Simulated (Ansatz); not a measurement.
PbSe:
```xyz
2
Lattice="0.0000 3.1089 3.1089 3.1089 0.0000 3.1089 3.1089 3.1089 0.0000" Properties=species:S:1:pos:R:3 pbc="T T T"
Pb     0.0000     0.0000     0.0000
Se     3.1089     3.1089     3.1089
```

Relaxed with the program Ansatz at the PBE level (PAW). Indices refer to the conventional cell of Fm-3m, a = 6.218 Å, b = 6.218 Å, c = 6.218 Å, α = 90.00°, β = 90.00°, γ = 90.00°.

Simulate the powder diffraction pattern (neutron, λ = 1.5401 Å; lines above 1 %) up to 2θ = 90°.

Simulated powder pattern, neutron, λ = 1.5401 Å (kinematic, ideal powder, no thermal factors, coherent scattering alone; the 30 strongest lines at most, above 1 %, up to 2θ = 90°):

| 2θ (°) | d (Å) | I/Imax (%) | hkl |
|---|---|---|---|
| 24.77 | 3.590 | 1.2 | (111) |
| 28.68 | 3.109 | 97 | (200) |
| 41.01 | 2.198 | 100 | (220) |
| 48.50 | 1.875 | 1.0 | (311) |
| 50.81 | 1.795 | 46 | (222) |
| 59.39 | 1.554 | 27 | (400) |
| 67.26 | 1.390 | 90 | (420) |
| 74.70 | 1.269 | 79 | (422) |
| 88.95 | 1.099 | 33 | (440) |

The cell was relaxed with PBE under the symmetry of its start; of distortions, only those at the zone centre were tested. Scalar-relativistic: spin–orbit coupling is off unless named, which matters more the heavier the elements.

Potentials: the later of the program's two PAW sets.
